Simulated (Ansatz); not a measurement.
One stationary structure of AlRu. Space group Pm-3m (No. 221), CsCl type. Method: r2SCAN (plane waves to 500 eV, PAW, scalar-relativistic; Ansatz, a first-principles code).

```xyz
2
Lattice="2.9825 0.0000 0.0000 0.0000 2.9825 0.0000 0.0000 0.0000 2.9825" Properties=species:S:1:pos:R:3 pbc="T T T"
Al     0.0000     0.0000     0.0000
Ru     1.4913     1.4913     1.4913
```

- Volume per atom: 13.27 Å³
- Band gap: no gap (metallic)
- Shortest distances: Al–Ru 2.58 Å; Al–Al 2.98 Å; Ru–Ru 2.98 Å
- k-mesh: 16×16×16

Band energies at high-symmetry points (eV from the Fermi level; labels of this space group; no spin-orbit coupling), from −5 eV up to 4.0 eV:

```tsv
point	energies
Γ	-3.74 -3.74 0.16 0.16 0.16
X	-2.85 -1.72 -1.72 0.42 2.53
M	-3.19 -1.49 -1.49 -1.28 -1.28 1.73
R	-4.98 -4.98 -4.98 1.83 1.83 3.25
```

No spin polarisation in the result.

The run could not lose the symmetry of its start.

All atoms sit on sites fixed by symmetry, so only the cell could relax.
